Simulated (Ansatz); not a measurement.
Geometry optimisation in Ansatz: input, command and trajectory.

```yaml
crystal:
  lattice:
    - [5.585875, -0.113316, -0.041111]
    - [-0.113316, 5.718932, -0.011328]
    - [-0.041111, -0.011328, 6.073038]
  atoms:
    - { symbol: Si, position: [0.633523248, 0.6842815269, 0.6524425827] }
    - { symbol: Si, position: [0.2308091515, 0.1608114677, 0.0865736303] }
    - { symbol: Si, position: [0.9703429873, 0.9326445608, 0.3122078473] }
    - { symbol: Si, position: [0.5765744254, 0.177144632, 0.4444076364] }
    - { symbol: Si, position: [0.7759508074, 0.5216917486, 0.1561625056] }
    - { symbol: Si, position: [0.2786192547, 0.2735321533, 0.6694914987] }
    - { symbol: Si, position: [0.1735667905, 0.5843570955, 0.0698360073] }
    - { symbol: Si, position: [0.6641880273, 0.2688394972, 0.889523812] }
    - { symbol: C, position: [0.7793439936, 0.9620597399, 0.5515773285] }
    - { symbol: C, position: [0.6971817651, 0.8588972389, 0.1356601192] }
    - { symbol: C, position: [0.6915910399, 0.8792116529, 0.8947346759] }
    - { symbol: C, position: [0.1396688756, 0.0173653167, 0.8124801184] }
    - { symbol: C, position: [0.2124987588, 0.7635427748, 0.8063406439] }
    - { symbol: C, position: [0.4764041312, 0.9402221361, 0.2479740457] }
    - { symbol: C, position: [0.2776484333, 0.6388695865, 0.610600066] }
    - { symbol: C, position: [0.8784829583, 0.0168098277, 0.7777849409] }
    - { symbol: B, position: [0.288062624, 0.7366857912, 0.3529384464] }
    - { symbol: "N", position: [0.7198044952, 0.4607207193, 0.4288586569] }
  symmetry: { detect: false }
basis:
  ecutwfc: 420
kpoints:
  mp_grid: { grid: [3, 2, 2], shift: [0.0, 0.5, 0.5] }
hamiltonian:
  xc: pbe
scf:
  occupations: { method: gaussian, width: 0.1 }
  lower_state_search: "off"
output:
  forces: true
  stress: true
  eigenvalues: true
relax:
  adjacent_minimum: "off"
  f_tol: 0.04
  max_steps: 70
  cell: { stress_tol: 0.3 }
```

```bash
ansatz run input.yaml --threads 2 --pin off --max-ram 5120MiB --backend cpu --events-out ev --progress --plain --runs-dir out
```

Level of theory: DFT PBE, scalar-relativistic, plane waves, PAW (Ansatz 0.2.0).

Of 24 frames 10 are shown, positions in Å and forces in eV/Å; the SCF threshold varies from step to step. Steps run on the plane waves of an earlier cell, with a Pulay correction in the pressure. The basis is chosen afresh for the last frame, the zero of the energies, and can be on the way; energy and pressure step there, also at an unchanged geometry. Here that happened at step 22 (-4 meV/atom, 0.4 GPa); the frames before carry an error of that size. The mark taken_back stands on steps that the optimiser undid.

```xyz
18
Lattice="5.5859 -0.1133 -0.0411 -0.1133 5.7189 -0.0113 -0.0411 -0.0113 6.0730" Properties=species:S:1:pos:R:3:forces:R:3 pbc="T T T" step=1 free_energy_over_end_meV_per_atom=182.04 pressure_GPa=7.74
Si    3.4344    3.8342    3.9285   -0.7850   -1.7470   -1.1390
Si    1.2675    0.8925    0.5145    1.1300   -0.7620    0.6050
Si    5.3017    5.2202    1.8456    0.5800    0.4030    0.0990
Si    3.1823    0.9427    2.6732    0.1720    0.5730    0.1830
Si    4.2688    2.8938    0.9106   -0.6160    1.1770    0.7860
Si    1.4978    1.5252    4.0513    1.0440    1.7200   -0.3320
Si    0.9004    3.3214    0.4104    0.7540   -0.5390   -0.0910
Si    3.6430    1.4521    5.3718   -0.3450   -0.5880   -1.1670
C     4.2216    5.4074    3.3068    1.7310    0.5740    0.2910
C     3.7915    4.8314    0.7855   -0.5320   -1.0680   -0.9480
C     3.7267    4.9396    5.3954    0.6390    0.4100    2.4740
C     0.7448    0.0743    4.9283   -0.1530   -1.2380    0.9750
C     1.0673    4.3334    4.8796   -0.3540   -0.0950   -0.7810
C     2.5444    5.3203    1.4757   -1.5930   -0.1190   -1.2100
C     1.4534    3.6153    3.6895    0.6250   -0.4730    0.2760
C     4.8732   -0.0122    4.6872   -1.1240    0.8490   -0.4210
B     1.5111    4.1764    2.1232   -0.7450    1.4900    0.0270
N     3.9509    2.5484    2.5697   -0.4280   -0.5680    0.3730
18
Lattice="5.9017 -0.0312 -0.0395 -0.0410 5.4374 0.0352 -0.0392 0.0386 6.2966" Properties=species:S:1:pos:R:3:forces:R:3 pbc="T T T" step=4 free_energy_over_end_meV_per_atom=78.36 pressure_GPa=0.26
Si    3.6839    3.6654    4.0570    0.1300   -0.3970   -0.2700
Si    1.4247    0.7621    0.5712   -0.1230    0.0390    0.0570
Si    5.6357    5.1163    1.9420    0.1810    0.0510    0.0070
Si    3.3585    0.8825    2.7905   -0.1310    0.0200    0.0260
Si    4.5383    2.8266    1.0226   -0.0990    0.0950    0.0000
Si    1.7739    1.5353    4.2941    0.0650    0.1670   -0.1530
Si    0.9832    3.0954    0.4892    0.0380   -0.0810   -0.0060
Si    3.8860    1.5559    5.4819    0.0120    0.0170    0.0980
C     4.6606    5.2148    3.4975    0.1050   -0.0690    0.0620
C     4.0288    4.6552    0.8318   -0.0290   -0.2390   -0.0780
C     4.0494    4.8729    5.6780   -0.0550    0.3580    0.2310
C     0.7432    0.1097    5.1747    0.0780   -0.0950    0.0700
C     1.1328    4.1192    5.0731    0.0180    0.0290   -0.0910
C     2.7016    5.1221    1.5030    0.0580    0.1900    0.0560
C     1.6809    3.4992    3.8664   -0.1390   -0.0510    0.1000
C     5.1480    0.1617    4.8576   -0.0930   -0.1000    0.0270
B     1.5755    4.1071    2.2318    0.0560   -0.0290   -0.0360
N     4.0957    2.4560    2.6488   -0.0730    0.0960   -0.1010
18
Lattice="5.8810 -0.0042 -0.0343 -0.0129 5.4237 0.0872 -0.0317 0.0939 6.3702" Properties=species:S:1:pos:R:3:forces:R:3 pbc="T T T" step=6 free_energy_over_end_meV_per_atom=74.18 pressure_GPa=0.34
Si    3.7494    3.5510    4.0063   -0.0640   -0.2300   -0.2270
Si    1.3917    0.7623    0.6045   -0.0530    0.3280    0.1570
Si    5.6539    5.1518    2.0731    0.4340   -0.0280   -0.0430
Si    3.3337    0.8624    2.8872   -0.3800    0.3040   -0.3820
Si    4.5349    2.8823    0.9881   -0.0010   -0.0050   -0.1050
Si    1.7286    1.5787    4.3428    0.2850    0.1980   -0.2660
Si    1.0341    3.1099    0.5206   -0.0090   -0.3080   -0.0160
Si    3.8385    1.6697    5.5362   -0.2320    0.1870    0.1740
C     4.6791    5.1931    3.6506    0.0900   -0.2430    0.0800
C     4.0626    4.7275    0.9415   -0.1750   -0.0100   -0.2490
C     4.0555    5.1383    5.8966    0.1780    0.0910   -0.0400
C     0.7699    0.1552    5.2767   -0.2090   -0.1820   -0.3310
C     1.2099    4.1578    5.1620    0.1620    0.0200    0.1440
C     2.7269    5.1691    1.6012    0.0410    0.0490    0.3270
C     1.6782    3.5195    3.9297    0.0010    0.0140    0.0380
C     5.1486    0.1857    4.9345   -0.0340   -0.2380    0.4600
B     1.5966    4.1256    2.2906   -0.1130   -0.0430    0.1290
N     4.0577    2.4299    2.5863    0.0810    0.0970    0.1500
18
Lattice="5.7407 -0.1564 -0.0152 -0.1607 5.6395 0.1964 -0.0072 0.2110 6.3756" Properties=species:S:1:pos:R:3:forces:R:3 pbc="T T T" step=9 free_energy_over_end_meV_per_atom=74.96 pressure_GPa=-0.58 taken_back
Si    3.5472    3.5570    3.9023    0.4730   -0.6100    0.1170
Si    1.3504    0.8228    0.6067    0.0180   -0.7270   -0.5950
Si    5.4491    5.2423    2.2898   -0.1920   -0.0260    0.1540
Si    3.1995    0.8804    2.8812    0.6650   -0.1940    0.6010
Si    4.3408    3.0094    0.9571    0.0090   -0.0380    0.5360
Si    1.5683    1.7045    4.2414   -0.2680   -0.5680    0.3390
Si    0.9920    3.1617    0.6125   -0.1070    0.4610   -0.0040
Si    3.5374    1.8383    5.6414    0.0200   -0.6230   -0.3140
C     4.3457    5.3072    3.8467    0.2780    0.3800   -0.2890
C     3.8235    4.8719    1.0932    0.1230   -0.2600    0.0030
C     3.9004    5.5078    6.1050   -2.1150    1.7500    2.0830
C     0.7963    0.1313    5.2557    0.6280    0.1660    0.8130
C     1.2690    4.3734    5.3014   -0.3940    0.4370   -0.0790
C     2.5139    5.3405    1.7703   -0.0620    0.0490   -0.5680
C     1.6046    3.6881    4.0253   -0.3170   -0.3340   -0.1810
C     5.0501   -0.0069    5.0221    1.6160   -0.4610   -2.7750
B     1.4075    4.2379    2.4168   -0.1270    0.4470    0.0380
N     3.9840    2.4348    2.5671   -0.2480    0.1510    0.1200
18
Lattice="5.8258 -0.1345 -0.0430 -0.1425 5.5112 0.2029 -0.0377 0.2175 6.4153" Properties=species:S:1:pos:R:3:forces:R:3 pbc="T T T" step=11 free_energy_over_end_meV_per_atom=36.66 pressure_GPa=-0.18
Si    3.6229    3.4291    3.9038   -0.0350    0.0440    0.2790
Si    1.3776    0.7636    0.5866    0.0210    0.0310   -0.1050
Si    5.5418    5.1692    2.2987    0.0550    0.0850    0.0350
Si    3.2562    0.8210    2.9441    0.0420    0.0560   -0.0150
Si    4.3965    2.9732    0.9626   -0.0560    0.0720    0.1420
Si    1.5538    1.6244    4.2542   -0.0520   -0.1480   -0.1560
Si    0.9749    3.0931    0.5993   -0.0690   -0.0020   -0.0090
Si    3.4976    1.8632    5.6579   -0.1430   -0.3020    0.1860
C     4.4556    5.1738    3.8622    0.1760    0.1320   -0.0320
C     3.9180    4.8300    1.0942    0.1240   -0.1540   -0.1370
C     3.9974    5.6132    6.1806    0.4000    0.5740   -0.4190
C     0.8036    0.1270    5.3113   -0.1100   -0.3350    0.1830
C     1.2475    4.2527    5.3020   -0.1040    0.0260   -0.1150
C     2.5767    5.2508    1.7578    0.0550    0.0900   -0.1110
C     1.5980    3.5829    4.0173    0.0040    0.0320    0.1170
C     5.1457   -0.0142    4.9999   -0.2920   -0.2370    0.1160
B     1.4363    4.1718    2.4087   -0.0670   -0.0070    0.0110
N     3.9935    2.3763    2.5493    0.0520    0.0420    0.0300
18
Lattice="5.8990 -0.3037 -0.0945 -0.3194 5.3957 0.2148 -0.0937 0.2306 6.4161" Properties=species:S:1:pos:R:3:forces:R:3 pbc="T T T" step=14 free_energy_over_end_meV_per_atom=11.78 pressure_GPa=0.64
Si    3.4128    3.2982    3.9705   -0.0080   -0.4890   -0.2420
Si    1.5628    0.6339    0.4049   -0.1080   -0.0490   -0.0440
Si    5.5797    5.1249    2.4444   -0.4330   -0.1400   -0.4160
Si    3.3121    0.7220    2.9492   -0.3230    0.0960    0.3080
Si    4.3473    2.8835    1.0251    0.1430    0.0490   -0.0890
Si    1.2493    1.3336    3.8573    0.6060    0.3280    0.3190
Si    0.7862    2.8862    0.5885   -0.1060   -0.1750    0.1980
Si    3.2963    1.7882    5.7481    0.4630    0.4520   -0.2270
C     4.3159    4.9634    3.8767   -0.3740   -0.3610    0.0940
C     3.9191    4.7539    1.0821    0.0920    0.1490   -0.0340
C     3.9863    5.6417    6.1957   -0.1090   -0.3660    0.2010
C     0.7590   -0.0787    5.2901    0.1290    0.1950   -0.2800
C     0.9592    3.9302    5.2393   -0.1900    0.1060    0.0450
C     2.5231    5.0768    1.7132   -0.0980    0.0100    0.0850
C     1.3882    3.3425    3.9562    0.0400   -0.1480    0.0490
C     5.1821   -0.1781    4.9931    0.1960    0.2480    0.0860
B     1.2976    4.0396    2.3698    0.1300    0.0310   -0.0550
N     3.9639    2.3131    2.6243   -0.0500    0.0640    0.0020
18
Lattice="5.9211 -0.2727 -0.0745 -0.2881 5.3740 0.2667 -0.0709 0.2859 6.4344" Properties=species:S:1:pos:R:3:forces:R:3 pbc="T T T" step=16 free_energy_over_end_meV_per_atom=5.59 pressure_GPa=-0.03
Si    3.4221    3.2971    3.9844   -0.0200   -0.1460    0.3340
Si    1.6120    0.6328    0.3836    0.1750    0.0670   -0.1130
Si    5.5831    5.1601    2.5033   -0.1810   -0.0320    0.1150
Si    3.2957    0.7379    3.0046    0.0420    0.1220    0.0490
Si    4.4360    2.9111    1.0958   -0.0580   -0.0460   -0.0750
Si    1.2548    1.3777    3.8511    0.0620    0.2410    0.1520
Si    0.8217    2.8621    0.6268   -0.0340   -0.0560    0.1350
Si    3.4044    1.9123    5.8309    0.0360    0.0290   -0.1050
C     4.3302    4.9468    3.9873    0.1900    0.2120   -0.1320
C     4.0219    4.7895    1.1914   -0.2370    0.0670   -0.1270
C     4.0723    5.6968    6.2983    0.1590   -0.1640   -0.0710
C     0.8047    0.0149    5.2672   -0.1000   -0.1680   -0.1060
C     0.9923    3.9720    5.2854   -0.0790    0.1200   -0.0430
C     2.5776    5.0912    1.7965   -0.0850   -0.0340   -0.0950
C     1.4022    3.3629    3.9961    0.0090   -0.0160    0.0930
C     5.2236   -0.0982    5.0222   -0.1300   -0.1030    0.1330
B     1.3177    4.0621    2.3975    0.2350   -0.0630    0.0780
N     3.9892    2.3172    2.6699    0.0160   -0.0300   -0.2230
18
Lattice="5.9370 -0.2579 -0.0750 -0.2734 5.3727 0.2631 -0.0716 0.2820 6.4358" Properties=species:S:1:pos:R:3:forces:R:3 pbc="T T T" step=19 free_energy_over_end_meV_per_atom=3.77 pressure_GPa=-0.06
Si    3.4593    3.2992    3.9883   -0.0030   -0.0070    0.0200
Si    1.6332    0.6573    0.3589    0.0170    0.0330    0.0100
Si    5.6125    5.1723    2.5076   -0.0020   -0.0030   -0.0180
Si    3.3037    0.7514    2.9988    0.0040    0.0190   -0.0190
Si    4.4437    2.9122    1.0758   -0.0080    0.0010    0.0140
Si    1.2695    1.4009    3.8672   -0.0050    0.0010    0.0150
Si    0.8219    2.8683    0.6595    0.0010   -0.0330   -0.0090
Si    3.4303    1.8984    5.8073   -0.0220    0.0260   -0.0010
C     4.3674    4.9601    3.9725   -0.0020    0.0100    0.0050
C     4.0178    4.7853    1.1757   -0.0020   -0.0080   -0.0150
C     4.0916    5.6745    6.2884    0.0050   -0.0490    0.0250
C     0.7995    0.0172    5.2669    0.0310    0.0250   -0.0070
C     1.0072    3.9825    5.3005    0.0030    0.0000   -0.0150
C     2.5854    5.0985    1.7864   -0.0200   -0.0030    0.0170
C     1.4316    3.3755    4.0199   -0.0030   -0.0100    0.0290
C     5.2347   -0.1080    5.0235   -0.0070   -0.0090   -0.0160
B     1.3509    4.0677    2.4190    0.0220    0.0170   -0.0250
N     3.9911    2.3262    2.6486   -0.0080   -0.0110   -0.0100
18
Lattice="5.9359 -0.2534 -0.0762 -0.2688 5.3730 0.2627 -0.0730 0.2816 6.4346" Properties=species:S:1:pos:R:3:forces:R:3 pbc="T T T" step=21 free_energy_over_end_meV_per_atom=3.73 pressure_GPa=0.01
Si    3.4606    3.3017    3.9889    0.0000    0.0060    0.0000
Si    1.6360    0.6632    0.3580   -0.0090   -0.0020    0.0010
Si    5.6146    5.1762    2.5036    0.0130   -0.0060    0.0060
Si    3.3016    0.7547    2.9968   -0.0010   -0.0020    0.0070
Si    4.4450    2.9128    1.0766    0.0030   -0.0010   -0.0010
Si    1.2671    1.4040    3.8647    0.0010    0.0010   -0.0010
Si    0.8239    2.8691    0.6582    0.0000    0.0050    0.0090
Si    3.4308    1.9001    5.8061    0.0070   -0.0040   -0.0030
C     4.3704    4.9627    3.9701    0.0010   -0.0030    0.0020
C     4.0187    4.7846    1.1738   -0.0080    0.0050   -0.0040
C     4.0927    5.6706    6.2861    0.0000   -0.0080    0.0060
C     0.8025    0.0234    5.2643    0.0050    0.0050    0.0000
C     1.0110    3.9870    5.2992   -0.0020    0.0020   -0.0010
C     2.5873    5.1009    1.7861    0.0020   -0.0080   -0.0030
C     1.4337    3.3774    4.0202   -0.0050   -0.0020    0.0070
C     5.2341   -0.1066    5.0213   -0.0070    0.0020   -0.0050
B     1.3558    4.0701    2.4171   -0.0070    0.0080   -0.0170
N     3.9891    2.3282    2.6480    0.0070    0.0000   -0.0040
18
Lattice="5.9502 -0.2565 -0.0755 -0.2723 5.3684 0.2670 -0.0721 0.2862 6.4428" Properties=species:S:1:pos:R:3:forces:R:3 pbc="T T T" step=24 free_energy_over_end_meV_per_atom=0.00 pressure_GPa=-0.04
Si    3.4668    3.2996    3.9953   -0.0010   -0.0050    0.0100
Si    1.6419    0.6624    0.3572    0.0090   -0.0030   -0.0040
Si    5.6263    5.1703    2.5128   -0.0070    0.0100    0.0050
Si    3.3092    0.7529    3.0020    0.0020   -0.0040   -0.0100
Si    4.4548    2.9080    1.0816    0.0010   -0.0060   -0.0050
Si    1.2718    1.4042    3.8693    0.0010   -0.0040    0.0030
Si    0.8218    2.8661    0.6638   -0.0040   -0.0040   -0.0020
Si    3.4410    1.9010    5.8159   -0.0050   -0.0020   -0.0010
C     4.3793    4.9593    3.9799    0.0070    0.0050   -0.0020
C     4.0261    4.7794    1.1795    0.0050   -0.0020   -0.0080
C     4.1015    5.6670    6.2985    0.0140    0.0000   -0.0090
C     0.8035    0.0272    5.2708    0.0030    0.0030   -0.0170
C     1.0101    3.9866    5.3089   -0.0020   -0.0020    0.0050
C     2.5920    5.0961    1.7919   -0.0060    0.0060    0.0180
C     1.4369    3.3777    4.0292    0.0030   -0.0070    0.0040
C     5.2469   -0.1056    5.0286   -0.0160    0.0030    0.0110
B     1.3570    4.0683    2.4233   -0.0010    0.0030   -0.0080
N     3.9961    2.3264    2.6535   -0.0020    0.0090    0.0070
```

The run took 2 min on 2 threads of Arm Neoverse V1, on a shared host, peak memory 0.46 GiB.

The k mesh is coarse.